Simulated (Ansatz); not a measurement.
# NbAsC: reading a single point

```xyz
6
Lattice="3.3408 0.0000 0.0000 0.0000 3.3408 0.0000 0.0000 0.0000 7.5018" Properties=species:S:1:pos:R:3 pbc="T T T"
C     0.0000    0.0000    0.0000
C     1.6704    1.6704    0.0000
As    1.6704    0.0000    4.5686
As    0.0000    1.6704    2.9332
Nb    1.6704    0.0000    1.9205
Nb    0.0000    1.6704    5.5814
```

Method: r2SCAN, no spin polarisation; PAW, plane waves to 500 eV, 10×10×5 Γ-centred mesh, fermi-dirac occupations (width 0.1 eV) (Ansatz 0.2.0), atoms fixed.

**Question.** How is the charge shared?

**Answer.** Bader charges in e: Nb +1.54, As -0.78, C -0.75. In the mean Nb gives up most and As takes most.

**Question.** What do density and ELF say about some of the short contacts?

**Answer.** C–C at 2.36 Å: least valence density 0.31 e/Å³ and ELF 0.40 there. C–Nb at 2.55 Å: least valence density 0.33 e/Å³ and ELF 0.26 there. As–Nb at 2.57 Å: least valence density 0.47 e/Å³ and ELF 0.46 there. These are pseudo-fields; inside the PAW spheres they differ from the all-electron ones.

**Question.** Is the cell too large or too small?

**Answer.** The pressure is -4.5 GPa (compression positive), so with the atoms held at these fractions the cell would first shrink; the forces are large, so a full relaxation may end otherwise. The principal stresses -13.1, -0.2, -0.2 GPa differ, so its shape would change too.

**Question.** Which atom feels the largest force, and which way?

**Answer.** The largest is on Nb5 (and as large on other atoms): 5.57 eV/Å, components (0.00, 0.00, -5.57). It makes 41° with the line to a nearest neighbour, C1 at 2.55 Å, pointing towards it.

**Question.** Is there a gap?

**Answer.** It is a metal, with about 1.2 states/eV a cell as the mean within 0.25 eV of the Fermi level, mostly Nb d (53 %), C p (22 %) and As p (16 %).

**Question.** Is it stable against the elements?

**Answer.** 0.52 eV an atom against the elements' usual phases (free molecules for gases, crystals otherwise, with no correction for O₂ or N₂), so at this geometry it isn't bound against them. Relaxing would lower it.

Origin: a known structure type with other elements, at an estimated volume, so it need not be a known compound. Caveats: atoms or cell far from equilibrium.
